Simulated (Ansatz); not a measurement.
PbAu₂:
```
PbAu2
1.0
    0.00000     4.02156     4.02156
    4.02156     0.00000     4.02156
    4.02156     4.02156     0.00000
Pb Au
2 4
Cartesian
  4.02156   4.02156   4.02156
  6.03235   6.03235   6.03235
  1.00539   1.00539   1.00539
  1.00539   3.01617   3.01617
  3.01617   3.01617   1.00539
  3.01617   1.00539   3.01617
```

Relaxed with r²SCAN.

Question: Map the valence electron density (e/Å³), cut off at 3 on the plane through (0.500, 0.500, 0.500) spanned by u = [1, 0, 0] and v = [-1, 1, 1] in lattice vectors, from DFT-r²SCAN in the program Ansatz with PAW potentials.

Answer: x is the fraction of u, y of v (the angle between them is 90°; rows are the nearest grid lines); atoms in the plane: Pb at (0.00, 0.00), Pb at (0.50, 0.25), Au at (0.25, 0.62), Au at (0.75, 0.62).
```
|99994100000000000000000149999|
|99962100000000000000000136999|
|99631000000000000000000013699|
|11100000000000000000000000111|
|00000000000000000000000000000|
|00000000000000000000000000000|
|00001122211000000011222110000|
|00125999995210001259999952100|
|00269999999620002699999996200|
|00269999999620002699999996200|
|00149999999410001499999994100|
|00012467642100000124676421000|
|00000000000000000000000000000|
|00000000000000000000000000000|
|00000000000000000000000000000|
|00000000001134443110000000000|
|00000000012699999621000000000|
|00000000014999999941000000000|
|00000000014999999941000000000|
|00000000001369996310000000000|
|11100000000011111000000000111|
|99631000000000000000000013699|
|99963100000000000000000136999|
|99994100000000000000000149999|
```
Scale: ten equal steps from 0.086 (start of '0') to 3.00 (end of '9'), in the order '0123456789'; x runs from 0.000 to 1.00, y from 0.000 (bottom) to 1.00 (top).

The density is the valence pseudo-density with augmentation charge, so density and ELF within about 1 Å of a nucleus are not all-electron values.

Space group Fd-3m (cubic Laves (MgCu2 type)). The workflow started from an entry of the Crystallography Open Database (COD). Whether it is the stable phase at ambient conditions was not checked. Symmetry was held in the r²SCAN relaxation; whether a distortion lowers the energy is not shown. Spin–orbit coupling is left out wherever it is not named.

Potentials: the later of the program's two PAW sets.
